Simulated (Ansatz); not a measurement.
Starting cell, Rh (fcc, Cu type):

```
CELL_PARAMETERS angstrom
      0.00000     3.80000     3.80000
      1.90000     0.00000     1.90000
      1.90000     1.90000     0.00000
ATOMIC_POSITIONS crystal
  Rh 0.00000 0.00000 0.00000
  Rh 0.50000 0.00000 0.00000
```

A phonon eigenvector at L = (0.5, 0.0, 0.0) is frozen into this cell: atom i moves by Q times the vector below, so Q is the largest atomic displacement, in Å. The cell is held. It is one choice among 2 degenerate patterns. (q is in reciprocal vectors of the primitive cell; the cell shown is doubled to hold the pattern.)

```tsv
atom	x	y	z
Rh1	-0.285	0.520	-0.805
Rh2	0.285	-0.520	0.805
```

These are r2SCAN (plane waves to 500 eV, PAW, scalar-relativistic; Ansatz, a quantum-chemistry and plane-wave program) values and carry that method's errors. k mesh 21×21×21 (Γ-centred), Fermi-Dirac smearing 0.05 eV. With partly filled bands, energies and forces of such displacements shift with the k mesh and the smearing. Rh is run without spin polarisation. Rh was relaxed with its symmetry unable to fall. 

```json
[
 {"Q (Å)": "-0.100", "−dE/dQ from forces (eV/Å)": "1.406"},
 {"Q (Å)": "-0.083", "−dE/dQ from forces (eV/Å)": "1.190"},
 {"Q (Å)": "-0.067", "−dE/dQ from forces (eV/Å)": "0.963"},
 {"Q (Å)": "-0.050", "−dE/dQ from forces (eV/Å)": "0.728"},
 {"Q (Å)": "-0.033", "−dE/dQ from forces (eV/Å)": "0.487"},
 {"Q (Å)": "-0.017", "−dE/dQ from forces (eV/Å)": "0.244"},
 {"Q (Å)": "0.000", "−dE/dQ from forces (eV/Å)": "0.000"},
 {"Q (Å)": "0.017", "−dE/dQ from forces (eV/Å)": "-0.244"},
 {"Q (Å)": "0.033", "−dE/dQ from forces (eV/Å)": "-0.487"},
 {"Q (Å)": "0.050", "−dE/dQ from forces (eV/Å)": "-0.728"},
 {"Q (Å)": "0.067", "−dE/dQ from forces (eV/Å)": "-0.963"},
 {"Q (Å)": "0.083", "−dE/dQ from forces (eV/Å)": "-1.190"},
 {"Q (Å)": "0.100", "−dE/dQ from forces (eV/Å)": "-1.406"}
]
```

Problem. What harmonic wavenumber does the curvature at Q = 0 give?

Solution. 139 cm⁻¹. E″ = 14.65 eV/Å², M = Σ mᵢ|uᵢ|² = 205.8 u, ν̃ = 521.5·√(|E″|/M).

(A displaced cell: forces are minus the slopes of the energy, force constants its curvatures, and phonons follow from these.)
